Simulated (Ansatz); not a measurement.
## Mn (simple cubic): energy against volume

These are results of DFT, LDA (PW92), plane waves (420 eV) with PAW, scalar-relativistic (Ansatz), not measurements. The PAW files were generated under PBE, with cores re-solved for the functional.

The cell is scaled uniformly from the relaxed one, with fractional coordinates and shape fixed. Energies are extrapolated to zero smearing, pressures are those at the given smearing. Magnetic state: spin not included. It is not the lowest magnetic state of this structure.

A Birch-Murnaghan fit gives V₀ = 11.06 Å³/atom, B₀ = 254 GPa, B₀′ = 4.2.

What are the energy above the minimum and the pressure at 9.756 Å³/atom?

151.7 meV/atom and 42.17 GPa as computed.

What are the energy above the minimum and the pressure at 10.643 Å³/atom?

13.4 meV/atom and 11.17 GPa as computed.

What are the energy above the minimum and the pressure at 11.530 Å³/atom?

14.7 meV/atom and -9.12 GPa as computed.
